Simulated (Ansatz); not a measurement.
This cell of CeO$_{2}$ (fluorite) is off equilibrium:

```xyz
3
Lattice="0.0000 2.7593 2.6857 2.7593 0.0000 2.6857 2.7593 2.7593 0.0000" Properties=species:S:1:pos:R:3 pbc="T T T"
Ce     0.0000     0.0000     0.0000
O      1.3796     1.3796     1.3429
O      4.1389     4.1389     4.0286
```

Level of theory: PBEsol (plane waves to 420 eV, PAW, scalar-relativistic; Ansatz, a program for electronic structure). k mesh 11×11×11 (Γ-centred), Fermi-Dirac smearing 0.05 eV. E stands for the smeared free energy. Compression counts positive. CeO2 is run without spin polarisation. CeO2 was relaxed with its symmetry unable to fall. The filling of the f shell was not checked against other fillings, so treat energies with care.

Q: What is the stress tensor (GPa)?

A: 
```
   -9.1      0.0      0.0
    0.0     -9.1      0.0
    0.0      0.0     -2.6
```
The pressure, a third of the trace, is -6.9 GPa.

Q: It is the relaxed cell deformed to V/V₀ = 1.040, (c/a)/(c/a)₀ = 0.973, c along z, fractional positions held. What is its energy relative to the relaxed cell?

A: 16.7 meV/atom.

(Under strain, the slope of the energy per volume gives the stress and its curvature an elastic modulus.)
